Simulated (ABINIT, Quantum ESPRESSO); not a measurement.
This is a calculation of NbSi for Quantum ESPRESSO 7.5. Atoms were shifted at random by some hundredths of an Å from the given cell, which wasn't relaxed again for these runs. The cell comes from a database or a generator and needn't be the stable form of this composition.

Contents of pw.in:

```
&CONTROL
  calculation = 'scf'
  prefix = 'pwscf'
  outdir = './tmp'
  pseudo_dir = './pseudo'
  tprnfor = .true.
  tstress = .true.
  disk_io = 'nowf'
/
&SYSTEM
  ibrav = 0
  nat = 2
  ntyp = 2
  ecutwfc = 55
  ecutrho = 440
  nbnd = 15
  occupations = 'smearing'
  smearing = 'fd'
  degauss = 0.00367493
/
&ELECTRONS
  conv_thr = 4d-10
  electron_maxstep = 120
  mixing_beta = 0.5
/
ATOMIC_SPECIES
Nb    92.9064 Nb.pbe-spn-kjpaw_psl.0.3.0.UPF
Si    28.0850 Si.pbe-n-rrkjus_psl.1.0.0.UPF
CELL_PARAMETERS angstrom
   0.0000000000    2.5738300000    2.5738300000
   2.5738300000    0.0000000000    2.5738300000
   2.5738300000    2.5738300000    0.0000000000
ATOMIC_POSITIONS crystal
Nb    -0.0004460000   -0.0017470000   -0.0063790000
Si     0.5090450000    0.5005280000    0.4925330000
K_POINTS automatic
9 9 9 0 0 0
```

Potentials or basis: SSSP 1.3 efficiency PBE.

The run is started by

```console
$ OMP_NUM_THREADS=1 pw.x -in pw.in > pw.out
```

Question: Set up the same calculation for ABINIT 10.8.3 (patched build). Potentials or basis there: JTH PAW PBE v2.0, cutoff 435 eV.

Answer: As run (cutoffs and basis follow the program's own potentials, and thresholds, step limits or extra output files can differ):

run.abi

```
pp_dirpath "./"
pseudos "Nb.GGA_PBE-JTH.xml, Si.GGA_PBE-JTH.xml"

acell 3*1.0 Angstrom
rprim
     0.0000000000     2.5738300000     2.5738300000
     2.5738300000     0.0000000000     2.5738300000
     2.5738300000     2.5738300000     0.0000000000
ntypat 2
znucl 41 14
natom 2
typat 1 2
xred
    -0.0004460000    -0.0017470000    -0.0063790000
     0.5090450000     0.5005280000     0.4925330000
chkprim 0
chksymtnons 0
tolsym 1.0e-6

ecut 16.0
pawecutdg 32.0

kptopt 1
ngkpt 9 9 9
nshiftk 1
shiftk 0.0 0.0 0.0

ixc 11

nband 13
occopt 3
tsmear 0.05 eV

nstep 100
tolvrs 1.0e-9

iomode 3
prtwf 0
prtden 0
prteig 0
prtebands 0
```

Potentials or basis: JTH PAW PBE v2.0.

Run with:

```bash
$ abinit run.abi > log 2>&1
```

Both were run:

|  | Quantum ESPRESSO | ABINIT |
| --- | --- | --- |
| Pressure | 0.0 GPa | -0.3 GPa |
| Largest force | 0.389 eV/Å | 0.388 eV/Å |
| Energy over the undisturbed cell | 3.6 meV/atom | 3.6 meV/atom |

Pressure is positive in compression.
